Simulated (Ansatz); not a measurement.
## The polar optical mode of LiCl at 6 GPa, worked through

Method: Ansatz 0.2.0, DFT LDA, scalar-relativistic, plane waves, PAW. Plane waves to 420 eV; Γ-centred k mesh 8×8×8; fixed occupations. No spin polarisation. Phonons by linear response, acoustic sum rule imposed.

The cell, relaxed at 6 GPa:
```
Li Cl
1.0
     0.00000    2.38925    2.38925
     2.38925    0.00000    2.38925
     2.38925    2.38925    0.00000
Li Cl
1 1
Cartesian
  0.0000 0.0000 0.0000
  2.3892 2.3892 2.3892
```

Linear response gives ν_TO = 307.0 cm⁻¹, Born charges ±1.139 e (positive on Li) and ε∞ = 3.367. The primitive cell holds 27.278 Å³, and the masses are 6.940 and 35.450 amu.

Q: Find ν_LO and the static dielectric constant.

A: The long-wave field adds a restoring force: ω_LO² − ω_TO² = Z*²e²/(ε_vac ε∞ μV). In these units ν_LO² − ν_TO² = 4.92064×10⁷ Z*²/(μ V ε∞) cm⁻², with μ = m₁m₂/(m₁ + m₂) = 5.804 amu: 119676 cm⁻². So ν_LO = √(307.0² + 119676) = 462.5 cm⁻¹, and the run gives 462.5. Lyddane–Sachs–Teller then gives ε0 = ε∞ (ν_LO/ν_TO)² = 7.64, against 7.64 in the run (it forms both from the same three quantities, so the match checks the arithmetic only). Between ν_TO and ν_LO the dielectric function is negative and an undamped crystal reflects fully: a reststrahlen band from 21.6 to 32.6 μm.

Q: What do the Clausius–Mossotti polarisability and the Szigeti charge come to?

A: With the Lorentz local field, α = (3V/4π)(ε∞ − 1)/(ε∞ + 2) = 2.87 Å³ for the pair, and e_S = 3Z*/(ε∞ + 2) = 0.64 e. The Born charge includes the electrons' response to the dipole's own local field, and e_S takes that enhancement out. The Lorentz field assumes point-like polarisable ions, a fair picture at this small ε∞.

Q: How strongly does a slow electron couple to the LO mode?

A: For one isotropic parabolic band, Fröhlich's constant is α_F = (1/ε∞ − 1/ε0) √(m* Ry/ħω_LO), with Ry = 13.606 eV, ħω_LO = 57.3 meV and m* in free-electron masses: α_F = 0.1662 × 15.40 × √m* = 2.56 √m*. The band mass isn't part of this run; for m* = 0.1, 0.3 and 1 it gives 0.81, 1.40, 2.56. In weak coupling the polaron lies α_F ħω_LO below the band edge (80 meV at m* = 0.3) with a mass m*(1 + α_F/6); past α_F of about 5 or 6 that expansion fails. A semilocal functional's ε∞ tends to be too large, which taken alone lowers α_F.

Cost: 1 run of about 0.22 core-minutes, on Arm Neoverse V2 (shared hosts).